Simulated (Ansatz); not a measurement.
Input, command and steps of an Ansatz relaxation.

```yaml
crystal:
  lattice:
    - [5.93, 0.0, 0.0]
    - [0.0, 5.93, 0.0]
    - [0.0, 0.0, 6.98]
  atoms:
    - { symbol: Ge, position: [0.075, 0.075, 0.0] }
    - { symbol: Ge, position: [0.425, 0.575, 0.75] }
    - { symbol: Ge, position: [0.925, 0.925, 0.5] }
    - { symbol: Ge, position: [0.575, 0.425, 0.25] }
    - { symbol: Ge, position: [0.1667, 0.375, 0.25] }
    - { symbol: Ge, position: [0.125, 0.6667, 0.0] }
    - { symbol: Ge, position: [0.8333, 0.625, 0.75] }
    - { symbol: Ge, position: [0.875, 0.3333, 0.5] }
    - { symbol: Ge, position: [0.6667, 0.125, 0.0] }
    - { symbol: Ge, position: [0.625, 0.8333, 0.25] }
    - { symbol: Ge, position: [0.3333, 0.875, 0.5] }
    - { symbol: Ge, position: [0.375, 0.1667, 0.75] }
basis:
  ecutwfc: 420
kpoints:
  mp_grid: { grid: [6, 6, 6] }
hamiltonian:
  xc: pbesol
scf:
  occupations: { method: gaussian, width: 0.02 }
output:
  forces: true
  stress: true
  eigenvalues: true
relax:
  adjacent_minimum: "off"
  f_tol: 0.01
  max_steps: 40
```

```bash
ansatz run input.yaml --threads 2 --pin off --max-ram 5120MiB --backend cpu --events-out ev --progress --plain --runs-dir out
```

The calculation used DFT PBEsol, scalar-relativistic, plane waves, PAW in Ansatz 0.2.0.

Of 4 frames 3 are shown, positions in Å and forces in eV/Å; the SCF threshold varies from step to step.

```xyz
12
Lattice="5.9300 0.0000 0.0000 0.0000 5.9300 0.0000 0.0000 0.0000 6.9800" Properties=species:S:1:pos:R:3:forces:R:3 pbc="T T T" step=1 free_energy_over_end_meV_per_atom=16.35
Ge    0.4447    0.4447    0.0000    0.6210    0.6210    0.0000
Ge    2.5202    3.4097    5.2350   -0.6210    0.6210    0.0000
Ge    5.4852    5.4852    3.4900   -0.6210   -0.6210    0.0000
Ge    3.4097    2.5202    1.7450    0.6210   -0.6210    0.0000
Ge    0.9885    2.2237    1.7450   -0.1970   -0.3337   -0.1242
Ge    0.7412    3.9535    0.0000    0.3337   -0.1970   -0.1242
Ge    4.9415    3.7062    5.2350    0.1970    0.3337   -0.1242
Ge    5.1887    1.9765    3.4900   -0.3337    0.1970   -0.1242
Ge    3.9535    0.7412    0.0000   -0.1970    0.3337    0.1242
Ge    3.7062    4.9415    1.7450    0.3337    0.1970    0.1242
Ge    1.9765    5.1887    3.4900    0.1970   -0.3337    0.1242
Ge    2.2237    0.9885    5.2350   -0.3337   -0.1970    0.1242
12
Lattice="5.9300 0.0000 0.0000 0.0000 5.9300 0.0000 0.0000 0.0000 6.9800" Properties=species:S:1:pos:R:3:forces:R:3 pbc="T T T" step=2 free_energy_over_end_meV_per_atom=0.45
Ge    0.5234    0.5234    0.0000    0.0197    0.0197    0.0000
Ge    2.4416    3.4884    5.2350   -0.0197    0.0197    0.0000
Ge    5.4066    5.4066    3.4900   -0.0197   -0.0197    0.0000
Ge    3.4884    2.4416    1.7450    0.0197   -0.0197    0.0000
Ge    1.0177    2.2090    1.7738    0.0103   -0.0627    0.0164
Ge    0.7560    3.9827    0.0288    0.0627    0.0103    0.0164
Ge    4.9123    3.7210    5.2638   -0.0103    0.0627    0.0164
Ge    5.1740    1.9473    3.5188   -0.0627   -0.0103    0.0164
Ge    3.9827    0.7560   -0.0288    0.0103    0.0627   -0.0164
Ge    3.7210    4.9123    1.7162    0.0627   -0.0103   -0.0164
Ge    1.9473    5.1740    3.4612   -0.0103   -0.0627   -0.0164
Ge    2.2090    1.0177    5.2062   -0.0627    0.0103   -0.0164
12
Lattice="5.9300 0.0000 0.0000 0.0000 5.9300 0.0000 0.0000 0.0000 6.9800" Properties=species:S:1:pos:R:3:forces:R:3 pbc="T T T" step=4 free_energy_over_end_meV_per_atom=0.00
Ge    0.5252    0.5252    0.0000   -0.0007   -0.0007    0.0000
Ge    2.4398    3.4902    5.2350    0.0007   -0.0007    0.0000
Ge    5.4048    5.4048    3.4900    0.0007    0.0007    0.0000
Ge    3.4902    2.4398    1.7450   -0.0007    0.0007    0.0000
Ge    1.0171    2.1933    1.7889    0.0089   -0.0063    0.0004
Ge    0.7717    3.9821    0.0439    0.0063    0.0089    0.0004
Ge    4.9128    3.7367    5.2789   -0.0089    0.0063    0.0004
Ge    5.1583    1.9479    3.5339   -0.0063   -0.0089    0.0004
Ge    3.9821    0.7717   -0.0439    0.0089    0.0063   -0.0004
Ge    3.7367    4.9128    1.7011    0.0063   -0.0089   -0.0004
Ge    1.9479    5.1583    3.4461   -0.0089   -0.0063   -0.0004
Ge    2.1933    1.0171    5.1911   -0.0063    0.0089   -0.0004
```

Time: 2.9 min on 2 threads of Arm Neoverse V2, with other jobs on the host, peak memory 0.99 GiB.